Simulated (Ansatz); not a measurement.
## Structure relaxation, Cu

The start is a relaxed Cu cell, doubled along one cell vector, shaken by Gaussian noise of σ = 0.08 Å a coordinate. The structure is fully relaxed (lattice and positions, P = 0) with r2SCAN (plane waves to 500 eV, PAW, scalar-relativistic; Ansatz, a program for electronic structure). The first steps use a coarse 8×15×4 k-mesh.

Starting cell:
```
Cu
1.0
    5.04847     0.00000     0.00000
   -1.26212     2.18605     0.00000
    0.00000     0.00000     8.29372
Cu
8
Direct
  0.04626   0.06400   0.01388
  0.47901   0.99514   0.01507
  0.01195   0.04247   0.49952
  0.48958   0.99856   0.51360
  0.15564   0.69939   0.26329
  0.66043   0.65005   0.25503
  0.31337   0.29044   0.75565
  0.81659   0.26112   0.74344
```

| Property | Result |
|---|---|
| Largest initial force | 2.44 eV/Å, on Cu1 (atoms numbered as listed) |
| Shortest distances (start → end) | The closest pairs of elements (up to four, under 3.6 Å), start → end: Cu–Cu 2.27 → 2.52 Å |
| Band gap at the end | zero (metallic) |
| Optimiser moves | 8 |

Final values are on a 21×21×6 k-mesh of the relaxed cell. No spin polarisation in the result.

The relaxed structure here is a generated cell of Cu: the first start was made by placing the elements on the sites of a structure type, and the end was not matched to a known phase here, so it may be hypothetical. Known forms of Cu include space group No. 225.
